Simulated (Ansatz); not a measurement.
27Al NMR of the central transition in CaYAl3O7

Cell: a computed structure from the Materials Project (it need not be an observed phase).

```cif
data_CaYAl3O7
_symmetry_space_group_name_H-M 'Cmm2'
_symmetry_Int_Tables_number 35
_cell_length_a 10.9566
_cell_length_b 10.9892
_cell_length_c 5.0981
_cell_angle_alpha 90.000
_cell_angle_beta 90.000
_cell_angle_gamma 90.000
loop_
_atom_site_label
_atom_site_type_symbol
_atom_site_symmetry_multiplicity
_atom_site_Wyckoff_symbol
_atom_site_fract_x
_atom_site_fract_y
_atom_site_fract_z
Ca Ca 4 e 0.5000 0.8389 0.4846
Y Y 4 d 0.1615 0.0000 0.5150
Al5 Al 4 c 0.2500 0.2500 0.9991
Al7 Al 4 e 0.5000 0.6426 0.0438
Al8 Al 4 d 0.3543 0.0000 0.9560
O11 O 8 f 0.6253 0.7120 0.2008
O12 O 8 f 0.2792 0.8771 0.7952
O19 O 4 e 0.5000 0.6307 0.7013
O20 O 4 d 0.3472 0.0000 0.2973
O23 O 2 b 0.5000 0.0000 0.8167
O24 O 2 a 0.0000 0.0000 0.2051
```

One atom of each set is listed; the run and its k-mesh use a cell of 24 atoms with edges of 7.76, 7.76, 5.10 Å.

The numbers come from a DFT calculation in Ansatz (PBE, plane waves and PAW, scalar-relativistic, 420 eV cutoff, Γ-centred 3×3×5 k-points, Fermi–Dirac smearing 0.02 eV).

27Al has I = 5/2 and Q = 146.6 mb (Pyykkö 2018); at 11.7 T its Larmor frequency is ν₀ = 129.9 MHz. Only the quadrupole interaction is simulated: positions count from each site's isotropic chemical shift, and J coupling is left out, as are shift anisotropy and dipolar coupling, which fast spinning averages.

Q: What does the 27Al spectrum (fast magic-angle spinning) show for each site?

A: 

| site | first shell | C_Q (MHz) | η | P_Q (MHz) | δ_QIS (ppm) | breadth (kHz) |
| --- | --- | --- | --- | --- | --- | --- |
| Al5 | 4 O at 1.76–1.77 Å | -2.59 | 0.79 | 2.85 | -2.88 | 0.850 |
| Al7 | 4 O at 1.75–1.77 Å | -7.02 | 0.65 | 7.49 | -20.0 | 5.98 |
| Al8 | 4 O at 1.74–1.78 Å | -6.98 | 0.49 | 7.25 | -18.7 | 5.64 |

δ_QIS = −(ν_Q²/30ν₀²)[I(I+1) − 3/4](1 + η²/3) × 10⁶ ppm with ν_Q = 3|C_Q|/[2I(2I−1)]; it falls as 1/B₀² in ppm, and the breadth as 1/B₀ in kHz.
